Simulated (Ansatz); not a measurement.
Given:

InP:
```cif
data_InP
_chemical_formula_sum 'In1 P1'
_space_group_name_H-M_alt 'P-6m2'
_space_group_IT_number 187
_space_group_name_Hall 'P -6 2'
_cell_length_a 3.84733
_cell_length_b 3.84733
_cell_length_c 3.44330
_cell_angle_alpha 90.000
_cell_angle_beta 90.000
_cell_angle_gamma 120.000
loop_
_atom_site_label
_atom_site_type_symbol
_atom_site_symmetry_multiplicity
_atom_site_Wyckoff_symbol
_atom_site_fract_x
_atom_site_fract_y
_atom_site_fract_z
_atom_site_occupancy
In1 In 1 a 0.00000 0.00000 0.00000 1
P1 P 1 f 0.66667 0.33333 0.50000 1
```

This is the PBE-relaxed structure.

**Question.** All from PBE (plane waves, PAW; program Ansatz), unless another level is named. Predict the electronic character.

**Answer.** metallic (no gap).

**Question.** What about the formation energy from the elements (no fitted shifts)?

**Answer.** 0.16 eV/atom.

**Question.** And the density of states at the Fermi level?

**Answer.** 0.52 states/eV per atom (mean over ±0.08 eV).

The cell is a constructed one: a structure type filled with these elements; neither database checked (COD, Materials Project) lists it. It is not the phase usual at ambient conditions (space group No. 216). Symmetry was held in the PBE relaxation; its stability against distortions is not shown here. The references are the lowest solids computed at this level, not always the standard phases. Spin–orbit coupling is left out wherever it is not named.

Potentials: the later of the program's two PAW sets.
